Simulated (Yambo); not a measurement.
BSE-type run in Yambo on ScF3 (space group R32, No. 155) under isotropic strain of -1.5 % on all lattice vectors, at zero momentum.

Quantum ESPRESSO step (PBEsol, PseudoDojo standard norm-conserving files, scalar-relativistic):
```
&CONTROL
  calculation = 'nscf'
  pseudo_dir = './pseudo'
  outdir = './out'
/
&SYSTEM
  ibrav = 0
  nat = 4
  ntyp = 2
  ecutwfc = 84.0
  ecutrho = 336.0
  occupations = 'fixed'
  force_symmorphic = .true.
  nbnd = 44
/
&ELECTRONS
  conv_thr = 4e-09
  diago_full_acc = .true.
  diago_thr_init = 1e-08
/
ATOMIC_SPECIES
F 18.9984 F.upf
Sc 44.9559 Sc.upf
CELL_PARAMETERS angstrom
  2.798144194409   1.615509303873   2.283665067182
 -2.798144194409   1.615509303873   2.283665067182
 -0.000000000000  -3.231018607746   2.283665067182
ATOMIC_POSITIONS crystal
F   0.500000505169   0.001736620699   0.998263913669
F   0.998264151654   0.500000267184   0.001736620699
F   0.001736858684   0.998263913669   0.500000267184
Sc   0.000000505169   0.000000267184   0.000000267184
K_POINTS automatic
6 6 6 0 0 0
```

Yambo input:
```
rim_cut
optics
bse
bss
dipoles
em1s
RandQpts= 1000000
RandGvec= 1 Ry
FFTGvecs= 40 Ry
Chimod= "HARTREE"
BSKmod= "SEX"
BSEmod= "resonant"
BSSmod= "hs"
BSENGexx= 15 Ry
BSENGBlk= 4 Ry
% KfnQP_E
 5.109 | 1.0 | 1.0 |
%
% BSEQptR
 1 | 1 |
%
% BSEBands
 8 | 20 |
%
% BEnRange
 0.0 | 17.2 | eV
%
% BDmRange
 0.15 | 0.15 | eV
%
BEnSteps= 344
% BLongDir
 0.0 | 0.0 | 1.0 |
%
BSHayTrs= -0.02
BSSNEig= 24
WRbsWF
% BndsRnXs
 2 | 39 |
%
NGsBlkXs= 4 Ry
% LongDrXs
 1.0 | 1.0 | 1.0 |
%
```

From the report:

The dimension is k points × valence × conduction bands = 216 × 9 × 4 = 7776.
```
  [SLEPC] Approach                          : Krylov-Schur
  [SLEPC] Number of requested eigenvalues   :  24
  [SLEPC] Number of eigenvalues        [NEV]:  24
   [K] Dimension                                    :   7776
   [K] Bands                                        :   8  20
   [K] Exchange res                                 : yes
   [K] Correlation res                              : yes
   [K] W interaction is bare                        : no
   [K] RL vectors exchange                          :   449
   [K] RL vectors correlation                       :   63
   [W] Matrix size                                  :   63
   [W] Bands                                        :    2   39
   [W] Coulomb Cutoff                               : none
   [W] Hxc Kernel                                   : HARTREE
```

Geometry strained from the cell relaxed with PBEsol, atoms relaxed again.
